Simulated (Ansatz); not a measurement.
**Relaxing rocksalt-structured IrS**

Method: PBEsol, scalar-relativistic; no spin polarisation; PAW, 420 eV, Γ-centred 10×10×10 mesh, 0.05 eV Gaussian smearing; code Ansatz; PAW files: Ansatz's generated set soft_2.

The cell came from substitution into a structure type; whether the compound takes it is for experiment to say.

The first cell:

```
CELL_PARAMETERS angstrom
0.00000 2.53000 2.53000
2.53000 0.00000 2.53000
2.53000 2.53000 0.00000
ATOMIC_POSITIONS crystal
Ir 0.50000 0.50000 0.50000
S 0.00000 0.00000 0.00000
```

The first steps of the search for zero pressure:

```csv
run,level,k-mesh,kind,V (Å³/atom),P (GPa),gap on the mesh (eV)
1,PBEsol,10×10×10,fixed cell,16.19,-17.7,metal
```

(1) At which volume does PBEsol reach zero pressure?

Answer:

(1) 14.51 Å³/atom, about 10.4 % under the start.

The steps that followed:

```csv
run,level,k-mesh,kind,V (Å³/atom),P (GPa),E − E(final) (meV/atom),gap on the mesh (eV)
2,PBEsol,10×10×10,fixed cell,14.57,-0.9,0.2,metal
3,PBEsol,10×10×10,fixed cell,14.51,0.0,0.0,metal
```

The final structure (symmetry read at 0.01 Å). Symmetry: Fm-3m, No. 225, cubic system. Conventional cell: a = 4.878 Å, b = 4.878 Å, c = 4.878 Å, α = 90.00°, β = 90.00°, γ = 90.00°. Ir (site symmetry m-3m) is surrounded by 6 S at 2.44 Å. S (site symmetry m-3m) has 6 Ir at 2.44 Å as nearest neighbours. (Neighbours are counted to 15 % beyond the shortest distance.)

```csv
atom,site,symmetry,x,y,z
Ir,4b,m-3m,0.5000,0.0000,0.0000
S,4a,m-3m,0.0000,0.0000,0.0000
```

- At the final geometry the gap, band path included, is zero (metallic).
- The equation of state gives B0 = 212 GPa and B0′ = 4.9.
- Against the elements' standard states, run alike and uncorrected, the formation energy is 0.35 eV/atom, so this structure is unstable against them at this level.

**What lies behind the numbers.**

The calculation's cell holds 23 valence electrons, an odd number. Without magnetic order each band takes two, so one stays part-filled and the crystal must be a metal. (Only strong correlation, outside this picture, could make a Mott insulator of it.)

Spin–orbit coupling, which matters for such heavy elements, is left out. Spin polarisation wasn't tried. A displaced or strained copy of the relaxed cell lay 2.9 meV/atom lower, so the structure isn't a true minimum at this level, unless the mesh, which matters in a metal, makes it so.
